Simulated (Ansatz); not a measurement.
## Vibrational response of SnO at 8 GPa

The calculation used Ansatz, DFT LDA, scalar-relativistic, plane waves, PAW. Cutoff 420 eV, 12×12×10 k-points (Γ-centred), Fermi-Dirac smearing of 0.15 eV. No spin polarisation. Phonons by linear response, acoustic sum rule imposed.

The cell, relaxed at 8 GPa:
```xyz
4
Lattice="3.6769 0.0000 0.0000 0.0000 3.6769 0.0000 0.0000 0.0000 4.2965" Properties=species:S:1:pos:R:3 pbc="T T T"
Sn    0.0000    1.8385    1.1529
Sn    1.8385    0.0000    3.1436
O     0.0000    0.0000    0.0000
O     1.8385    1.8385    0.0000
```

In a metal, frequencies and elastic constants depend on the k mesh and the smearing, soft modes and shear constants most. Spin–orbit coupling is left out, which matters for heavy elements. A semilocal functional can close a gap that the real compound has.

Optical modes at Γ; i marks an imaginary frequency:
```json
{"frequency (cm⁻¹)": "135", "degeneracy": "2"}
{"frequency (cm⁻¹)": "227", "degeneracy": "1"}
{"frequency (cm⁻¹)": "317", "degeneracy": "2"}
{"frequency (cm⁻¹)": "378", "degeneracy": "1"}
{"frequency (cm⁻¹)": "390", "degeneracy": "1"}
{"frequency (cm⁻¹)": "525", "degeneracy": "2"}
```

All 9 optical modes at Γ are real: no displacement of atoms at fixed cell lowers the energy to second order. Strains and modes at other wave vectors aren't tested by this run.

Cost: 1 run of about 3.1 core-minutes, on Intel Xeon Processor @ 2.70GHz (shared hosts).